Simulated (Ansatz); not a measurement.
Ca$_{3}$BiN:
```xyz
5
Lattice="4.8443 0.0000 0.0000 0.0000 4.8443 0.0000 0.0000 0.0000 4.8443" Properties=species:S:1:pos:R:3 pbc="T T T"
Ca     2.4221     0.0000     2.4221
Ca     0.0000     2.4221     2.4221
Ca     2.4221     2.4221     0.0000
Bi     0.0000     0.0000     0.0000
N      2.4221     2.4221     2.4221
```

Relaxed with PBEsol. Special points in fractions of this cell's reciprocal vectors: Γ (0.000, 0.000, 0.000); X (0.000, 0.500, 0.000); M (0.500, 0.500, 0.000); R (0.500, 0.500, 0.500).

Q: List the band energies nearest the Fermi level at these points for PBEsol with spin–orbit coupling in the plane-wave PAW code Ansatz.

A: In eV from the Fermi level; about four levels below and three above (degenerate sets whole), none deeper than 8.9 eV; points with the same levels are listed once.

```
k                    below                above
-  -----------------------  -------------------
Γ  -0.02 -0.02 -0.02 -0.02  0.02 0.02 0.02 0.02
X  -1.63 -1.63 -1.26 -1.26  1.05 1.05 1.62 1.62
M  -1.84 -1.84 -1.58 -1.58  1.79 1.79 2.33 2.33
R  -2.11 -2.11 -2.11 -2.11  1.65 1.65 1.65 1.65
```

Space group Pm-3m (anti-perovskite). The first step of the workflow began from a Materials Project structure, measured or hypothetical; the Crystallography Open Database files this formula in space group No. 221, but the cells were not matched. Its standing as an ambient phase is unchecked. Symmetry was held in the PBEsol relaxation; whether a distortion lowers the energy is not shown.

Potentials: the later of the program's two PAW sets.
